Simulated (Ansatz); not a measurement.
MgRh$_{3}$:
```cif
data_Mg2Rh6
_chemical_formula_sum 'Mg2 Rh6'
_space_group_name_H-M_alt 'Imm2'
_space_group_IT_number 44
_space_group_name_Hall 'I 2 -2'
_cell_length_a 2.75346
_cell_length_b 8.70514
_cell_length_c 4.71422
_cell_angle_alpha 90.000
_cell_angle_beta 90.000
_cell_angle_gamma 90.000
loop_
_atom_site_label
_atom_site_type_symbol
_atom_site_symmetry_multiplicity
_atom_site_Wyckoff_symbol
_atom_site_fract_x
_atom_site_fract_y
_atom_site_fract_z
_atom_site_occupancy
Mg1 Mg 2 b 0.50000 0.00000 0.16539 1
Rh1 Rh 4 d 0.50000 0.24591 0.49482 1
Rh2 Rh 2 a 0.00000 0.00000 0.67832 1
```
(The calculation used a cell of 4 atoms; values per cell refer to that cell.)

This is the r²SCAN-relaxed structure.

**Question.** All from DFT-r²SCAN in the program Ansatz with PAW potentials, unless another level is named. Give the formation energy from the elements (no fitted shifts).

**Answer.** -0.27 eV/atom.

**Question.** What about the density of states at the Fermi level?

**Answer.** 0.59 states/eV per atom (mean over ±0.08 eV).

The first step of the workflow began from a Materials Project structure, measured or hypothetical; the Crystallography Open Database copy checked does not list it. With Mg and Rh taken as one species the cell has the higher symmetry P6_3/mmc, so it may be an ordered model of a mixed-site phase. Its standing as an ambient phase is unchecked. The r²SCAN relaxation kept the symmetry of its start; whether a distortion lowers the energy is not shown. The run is not spin-polarised. The references are the lowest solids computed at this level, not always the standard phases. Spin–orbit coupling is left out wherever it is not named.

Potentials: the later of the program's two PAW sets.
